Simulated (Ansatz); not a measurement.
## CsH (Fm-3m), a vibration from a frozen displacement

Level of theory: DFT r2SCAN, scalar-relativistic, plane waves, PAW (Ansatz 0.2.0). The runs took a 500 eV cutoff, a Γ-centred 6×6×6 mesh and Gaussian smearing (0.05 eV). Spin–orbit coupling is left out, which matters for the heavy elements here. No spin polarisation. Energies are free energies at this smearing, counted from the undisturbed cell; pressure is positive in compression.

Zero of the scan (as given, not relaxed at this level; it stands at 0.0 GPa):

```yaml
crystal:
  lattice:
    - [0.00000, 3.18800, 3.18800]
    - [3.18800, 0.00000, 3.18800]
    - [3.18800, 3.18800, 0.00000]
  atoms:
    - { symbol: Cs, position: [0.00000, 0.00000, 0.00000] }
    - { symbol: H, position: [0.50000, 0.50000, 0.50000] }
```

Every Cs atom is moved by x along the Cartesian unit vector (0.000, 0.000, 1.000); the cell and all other atoms stay fixed. The cell's volume is 64.80 Å³; the moved atoms weigh 132.905 u together and the others 1.008 u. Some rows repeat others by symmetry and weren't run.

```
  x (Å)  ΔE (meV/cell) total force on the moved atoms along the move (eV/Å) pressure (GPa)
-0.5000          97.05                                                0.4788          0.6291
-0.4375          70.26                                                0.3813          0.4730
-0.3750          49.07                                                0.2992          0.3436
-0.3125          32.59                                                0.2301          0.2385
-0.2500          20.08                                                0.1716          0.1555
-0.1875          10.96                                                0.1215          0.0929
-0.1250           4.76                                                0.0776          0.0491
-0.0625           1.17                                                0.0378          0.0232
 0.0000           0.00                                                0.0000          0.0147
 0.0625           1.17                                               -0.0378          0.0232
 0.1250           4.76                                               -0.0776          0.0491
 0.1875          10.96                                               -0.1215          0.0929
 0.2500          20.08                                               -0.1716          0.1555
 0.3125          32.59                                               -0.2301          0.2385
 0.3750          49.07                                               -0.2992          0.3436
 0.4375          70.26                                               -0.3813          0.4730
 0.5000          97.05                                               -0.4788          0.6291
```

What frequency belongs to this motion?

The force constant is k = −dF/dx = 0.605 eV/Å², from the parabola through x = -0.0625, 0 and 0.0625. In every cell the moved atoms swing against the rest, so the mass is μ = m₁m₂/(m₁ + m₂) = 1.000 u, and ν̃ = 521.5 cm⁻¹ × √(|k|/μ) = 405 cm⁻¹. To first order in x, and within 1 %, the force on every atom lies along the move and, within each of the two groups, in proportion to the atom's mass, so this is itself a mode at the zone centre of this cell, taken without macroscopic field (the transverse frequency in a polar insulator).

How far does the harmonic law reach?

At x = -0.500 Å, kx²/2 = 75.60 meV against the computed 97.05 meV (+28.4 %): the well stiffens in this direction at large amplitude.

The pressure changes with x². What does that say about the frequency under compression?

With E = k(V)x²/2, k ∝ V^(−2γ) and x scaling with the cell as V^(1/3), P − P0 = −∂E/∂V = (2γ − 2/3) ΔE/V. At x = 0.1250 Å, V(P − P0) = 64.80 × 0.03446 / 160.2 eV = 13.94 meV and ΔE = 4.76 meV, so γ = 1/3 + V(P − P0)/(2ΔE) = 1.80. This is the Grüneisen parameter of the motion under uniform scaling of the cell: shrinking the cell evenly by 1 % in volume raises the frequency by about 1.80 %.